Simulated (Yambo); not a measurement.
Yambo run on Li4SrP2 (space group R-3m, No. 166). The wavefunctions are norm-conserving PBEsol (Quantum ESPRESSO, 74 Ry, no spin-orbit coupling) ones on a 4×4×4 mesh (16 occupied bands); a = b = c = 8.224 Å, α = β = γ = 30.12°.

Yambo input:

```
rim_cut
gw0
dyson
el_el_corr
HF_and_locXC
cohsex
em1s
RandQpts= 1000000
RandGvec= 1 Ry
EXXRLvcs= 74 Ry
VXCRLvcs= 296 Ry
Chimod= "HARTREE"
% BndsRnXs
 5 | 128 |
%
NGsBlkXs= 6 Ry
% LongDrXs
 1.0 | 1.0 | 1.0 |
%
ExtendOut
% QPkrange
 1 | 1 | 16 | 17 |
 7 | 7 | 17 | 17 |
%
```

k points by index: 1 = Γ, 7 = F.

Resulting energies as the program prints them:

```
#    K-point    Band    Eo [eV]    E [eV]    E-Eo [eV]    Vxc [eV]    Vnlxc [eV]    Sc|Eo [eV]    Re(Z)    Im(Z)
#
    1    16    0.000000    -2.653987    -2.653987    -11.10620    -13.24011    -0.520085    1.000000    0.000000
    1    17    1.656859    0.683940    -0.972919    -8.533593    -4.610669    -4.895843    1.000000    0.000000
    7    17    0.895583    -0.096197    -0.991780    -8.020541    -4.254575    -4.757746    1.000000    0.000000
```
(The two width columns are left out.) Convergence of these settings isn't established.

Geometry of the Materials Project entry, not relaxed at this level.

The structure is a Materials Project entry; no match was found in the copy of COD used, and its stability was not checked.
